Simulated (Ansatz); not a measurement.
ZrTiAs:
```yaml
crystal:
  lattice:
    - [-1.87095, 1.87095, 7.36790]
    - [1.87095, -1.87095, 7.36790]
    - [1.87095, 1.87095, -7.36790]
  atoms:
    - { symbol: Zr, position: [0.32086, 0.32086, 0.00000] }
    - { symbol: Zr, position: [0.67914, 0.67914, 0.00000] }
    - { symbol: Ti, position: [0.50000, 0.00000, 0.50000] }
    - { symbol: Ti, position: [0.00000, 0.50000, 0.50000] }
    - { symbol: As, position: [0.12926, 0.12926, 0.00000] }
    - { symbol: As, position: [0.87074, 0.87074, 0.00000] }
```

Relaxed with PBEsol. Special points in fractions of this cell's reciprocal vectors: Γ (0.000, 0.000, 0.000); X (0.000, 0.000, 0.500); P (0.250, 0.250, 0.250); N (0.000, 0.500, 0.000); M (0.500, 0.500, -0.500); S (0.266, 0.734, -0.266); S0 (-0.266, 0.266, 0.266); R (-0.032, 0.032, 0.500); G (0.500, 0.500, -0.032).

**Question.** List the band energies nearest the Fermi level at these points for PBEsol (plane waves, PAW; program Ansatz).

**Answer.** In eV from the Fermi level; about four levels below and three above (degenerate sets whole), none deeper than 8.9 eV; points with the same levels are listed once.

```json
[
 {"k": "Γ", "below": "-1.98 -1.98 -1.21 -1.18 -1.00", "above": "0.39 0.39 0.90"},
 {"k": "X", "below": "-1.38 -0.57 -0.48 -0.21", "above": "1.95 2.03 2.63"},
 {"k": "P", "below": "-1.47 -1.47 -0.52 -0.52 -0.24", "above": "1.99 1.99 2.67"},
 {"k": "N", "below": "-3.24 -1.76 -1.09 -0.76", "above": "0.12 0.24 0.27"},
 {"k": "M", "below": "-1.56 -1.56 -1.16 -0.90 -0.58", "above": "0.58 0.58 0.80"},
 {"k": "S", "below": "-3.20 -1.77 -1.07 -0.89", "above": "0.21 0.32 0.67"},
 {"k": "R", "below": "-1.37 -0.59 -0.44 -0.24", "above": "1.94 2.04 2.64 2.64"}
]
```

Space group I4/mmm. The workflow started from an entry of the Crystallography Open Database (COD, 295 K). Its standing as an ambient phase is unchecked. The cell was relaxed with PBEsol under the symmetry of its start; its stability against distortions is not shown here. No spin polarisation was allowed. Scalar-relativistic: spin–orbit coupling is off unless named, which matters more the heavier the elements.

Potentials: the later of the program's two PAW sets.
